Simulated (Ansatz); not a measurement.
Tl (hcp, Mg type)

```yaml
crystal:
  lattice:
    - [7.04140, 0.00000, 0.00000]
    - [-1.76035, 3.04902, 0.00000]
    - [0.00000, 0.00000, 5.60254]
  atoms:
    - { symbol: Tl, position: [0.16667, 0.66667, 0.75000] }
    - { symbol: Tl, position: [0.66667, 0.66667, 0.75000] }
    - { symbol: Tl, position: [0.33333, 0.33333, 0.25000] }
    - { symbol: Tl, position: [0.83333, 0.33333, 0.25000] }
```

Scan: atom 1 (Tl, nearest neighbour Tl at 3.461 Å; its periodic images, 3.5 Å or more away, move with it) is displaced along Cartesian [110], direction (0.707, 0.707, 0.000) in Cartesian axes, by s. The other atoms stay.

Method: r2SCAN (plane waves to 500 eV, PAW, scalar-relativistic; Ansatz, a first-principles code). k mesh 6×12×7 (Γ-centred), Fermi-Dirac smearing 0.05 eV. E stands for the smeared free energy. With partly filled bands, energies and forces of such displacements shift with the k mesh and the smearing. Spin-orbit coupling is left out, though Tl is heavy. The PAW data are Ansatz's earlier set. Tl was relaxed with its symmetry unable to fall. The zero of ΔE is the undisplaced structure. The last digit holds for this mesh only.

```csv
s (Å),ΔE (meV/cell)
-0.350,112.6
-0.280,70.3
-0.210,38.8
-0.140,16.9
-0.070,4.2
0.000,0.0
0.070,4.1
0.140,withheld
0.210,36.7
0.280,65.7
0.350,104.0
```

Task: Fit a polynomial form (powers 2, 3, 4) to the given rows and predict ΔE at s = 0.140.

Result: Least squares on the 10 given rows: ΔE = (839.3)·s² + (-101.7)·s³ + (364.9)·s⁴, in meV/cell with s in Å; root-mean-square residual 0.07 meV/cell. At 0.140 the fit gives 16.3 meV/cell; the calculation gives 16.2 meV/cell, so the interpolation is off by 0.1 (+0.6 %). The quadratic term alone would give 16.5 meV/cell.

(For displaced atoms, the force is minus the slope of the energy, and its curvature is a force constant, which sets phonon frequencies.)
